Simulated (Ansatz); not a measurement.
Cs$_{2}$Ni$_{3}$Se$_{4}$:
```cif
data_Cs2Ni3Se4
_chemical_formula_sum 'Cs2 Ni3 Se4'
_space_group_name_H-M_alt 'P 1'
_space_group_IT_number 1
_cell_length_a 8.73829
_cell_length_b 7.66725
_cell_length_c 5.98202
_cell_angle_alpha 78.548
_cell_angle_beta 59.312
_cell_angle_gamma 42.140
loop_
_space_group_symop_operation_xyz
  'x, y, z'
loop_
_atom_site_label
_atom_site_type_symbol
_atom_site_fract_x
_atom_site_fract_y
_atom_site_fract_z
_atom_site_occupancy
Cs1 Cs 0.34152 0.34152 0.65848 1
Cs2 Cs 0.65848 0.65848 0.34152 1
Ni1 Ni 0.00000 0.00000 0.50000 1
Ni2 Ni 0.50000 0.50000 0.00000 1
Ni3 Ni 0.00000 0.00000 0.00000 1
Se1 Se 0.93827 0.27328 0.72672 1
Se2 Se 0.06173 0.72672 0.27328 1
Se3 Se 0.27328 0.93827 0.06173 1
Se4 Se 0.72672 0.06173 0.93827 1
```

Relaxed with LDA.

Question: Which orbitals make up the states near the band edges in DFT-LDA in the program Ansatz with PAW potentials?

Answer: Top 1 eV of the valence band: Ni 3d 74 %, Se 4p 23 %. Bottom 1 eV of the conduction band: Se 4p 52 %, Ni 3d 37 %, outside the projected shells 5 %. Projections are on Löwdin-orthogonalised atomic valence shells; empty p or d shells of many metals are not among them.

Question: Tabulate the density of states.

Answer: States/eV per cell of 9 atoms, in 0.25 eV bins, energy from the valence-band maximum.

```csv
E (eV),total,Ni 3d,Se 4p,Ni 4s
-7.85,0.00,0.00,0.00,0.00
-7.60,0.00,0.00,0.00,0.00
-7.35,0.00,0.00,0.00,0.00
-7.10,0.00,0.00,0.00,0.00
-6.85,0.00,0.00,0.00,0.00
-6.60,0.00,0.00,0.00,0.00
-6.35,0.00,0.00,0.00,0.00
-6.10,0.00,0.00,0.00,0.00
-5.85,1.33,0.29,0.81,0.06
-5.60,5.77,0.86,3.71,0.67
-5.35,8.74,1.21,5.48,1.14
-5.10,2.54,0.38,1.61,0.27
-4.85,5.32,0.66,3.59,0.47
-4.60,3.24,0.44,2.31,0.17
-4.35,7.27,1.73,4.91,0.13
-4.10,5.44,1.82,3.28,0.04
-3.85,21.58,8.89,11.72,0.10
-3.60,7.53,2.21,4.72,0.11
-3.35,1.30,0.24,0.87,0.04
-3.10,4.02,1.40,2.33,0.03
-2.85,5.29,1.81,3.18,0.01
-2.60,5.97,1.65,3.89,0.01
-2.35,2.63,0.89,1.61,0.00
-2.10,3.01,2.22,0.66,0.01
-1.85,16.01,11.34,3.80,0.09
-1.60,15.64,12.84,1.65,0.35
-1.35,12.53,9.88,1.60,0.55
-1.10,28.37,24.56,2.67,0.35
-0.85,4.45,2.68,1.62,0.01
-0.60,4.42,4.03,0.30,0.06
-0.35,16.78,12.85,3.33,0.33
-0.10,2.80,1.50,1.24,0.01
0.15,0.00,0.00,0.00,0.00
0.40,0.00,0.00,0.00,0.00
0.65,3.68,1.50,1.63,0.00
0.90,5.31,2.03,2.65,0.00
1.15,9.40,3.31,5.32,0.01
1.40,3.36,1.22,1.80,0.00
1.65,1.48,0.53,0.76,0.00
1.90,1.06,0.28,0.42,0.04
2.15,1.29,0.08,0.16,0.13
2.40,2.27,0.10,0.22,0.18
2.65,3.52,0.15,0.31,0.20
2.90,2.11,0.09,0.17,0.12
3.15,4.90,0.17,0.37,0.54
3.40,3.17,0.11,0.22,0.41
3.65,5.21,0.21,0.37,0.85
3.90,5.17,0.20,0.36,0.80
4.15,5.40,0.14,0.32,0.82
4.40,5.95,0.13,0.33,0.73
4.65,6.28,0.12,0.34,0.65
4.90,7.48,0.13,0.41,0.71
5.15,7.99,0.11,0.47,0.79
5.40,7.84,0.11,0.46,0.70
```

Space group Fmmm. The workflow started from a Materials Project entry (that database holds measured and hypothetical structures alike); the Crystallography Open Database copy checked does not list it. Whether it is the stable phase at ambient conditions was not checked. Symmetry was held in the LDA relaxation; of distortions, only those at the zone centre were tested. The run is not spin-polarised. Scalar-relativistic: spin–orbit coupling is off unless named, which matters more the heavier the elements.

Potentials: the later of the program's two PAW sets.
